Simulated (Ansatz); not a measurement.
**A sublattice moved along a line in CoW$_{3}$**

Level of theory: DFT PBEsol, scalar-relativistic, plane waves, PAW (Ansatz). Cutoff 420 eV, Γ-centred 12×12×12 k-points, Gaussian smearing of 0.15 eV. Spin–orbit coupling is left out, which matters for the heavy elements here. No spin polarisation. A magnetic state may lie lower. Energies are free energies at this smearing, counted from the undisturbed cell; pressure is positive in compression.

The starting cell (relaxed at this level; it needn't be the usual structure):

```xyz
4
Lattice="3.8582 0.0000 0.0000 0.0000 3.8582 0.0000 0.0000 0.0000 3.8582" Properties=species:S:1:pos:R:3 pbc="T T T"
Co    0.0000    0.0000    0.0000
W     0.0000    1.9291    1.9291
W     1.9291    0.0000    1.9291
W     1.9291    1.9291    0.0000
```

Every Co atom is moved by x along the Cartesian unit vector (0.000, 0.000, 1.000); the cell and all other atoms stay fixed. The cell is metallic on the mesh throughout.

```tsv
x (Å)	ΔE (meV/cell)
-0.5000	845.6
-0.2500	230.9
0.0000	0.0
0.0625	15.1
0.1250	59.7
0.1875	132.4
0.3125	353.2
0.3750	496.5
0.4375	659.5
```

By symmetry 0.5000 repeats -0.5000, -0.3750 repeats 0.3750, 0.2500 repeats -0.2500, -0.1250 repeats 0.1250 in energy, with the opposite slope along the path.